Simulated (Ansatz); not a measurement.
Relaxed-ion elastic tensor of Mg in space group Fd-3m (No. 227; Mg on 8a, Mg on 16d) in GPa (Voigt order), the program Ansatz at the PBEsol level (PAW); density 1.73 g/cm³, 23.33 Å³ per atom.

```
56.9  24.5  24.5   0.0   0.0   0.0
24.5  56.9  24.5   0.0   0.0   0.0
24.5  24.5  56.9   0.0   0.0   0.0
 0.0   0.0   0.0  21.1   0.0   0.0
 0.0   0.0   0.0   0.0  21.1   0.0
 0.0   0.0   0.0   0.0   0.0  21.1
```

Problem. Is the crystal mechanically stable?

Solution. Yes: the smallest eigenvalue of C is 21.1 GPa.

Problem. Work out the Voigt, Reuss and Hill averages.

Solution. K_V = 35.3, K_R = 35.3, K_H = 35.3; G_V = 19.2, G_R = 18.8, G_H = 19.0 GPa.

Problem. Give Young's modulus, Poisson's ratio, Pugh's ratio and the universal anisotropy index.

Solution. E = 9KG/(3K + G) = 48.3 GPa; ν = 0.27; K/G = 1.86 (ductile by the Pugh limit of 1.75); A_U = 5G_V/G_R + K_V/K_R − 6 = 0.09.

Problem. Estimate the sound speeds and the Debye temperature.

Solution. v_l = √((K + 4G/3)/ρ) = 5920 m/s, v_t = √(G/ρ) = 3310 m/s, mean 3690 m/s; Θ = (h/k)(3n/4πV)^(1/3) v_m = 384 K.

Problem. Give the Zener ratio and Young's modulus along [100], [110] and [111].

Solution. A = 2C44/(C11 − C12) = 1.30; 1/E = S11 − 2(S11 − S12 − S44/2)Γ with Γ = 0, 1/4, 1/3 gives 42.2, 49.7, 52.9 GPa.

Problem. Solve the Christoffel equation for the three sound speeds along [100], [110], [111].

Solution. Eigenvalues of C_ijkl n_j n_l equal ρv². In km/s, slowest first: [100] 3.50, 3.50, 5.74; [110] 3.06, 3.50, 5.98; [111] 3.21, 3.21, 6.06.

The start of the workflow was typed in or built on a structure type; neither database checked (COD, Materials Project) lists it. It is not the phase usual at ambient conditions (space group No. 194). Symmetry was held in the PBEsol relaxation; its stability against distortions is not shown here. As this level gives no gap, shear constants depend on the k-mesh and smearing (Fermi–Dirac, 0.1 eV here).

Potentials: the earlier of the program's two PAW sets. The files were generated under PBE; for other functionals the program regenerates the frozen cores, and for LDA and PBEsol the local potential too.
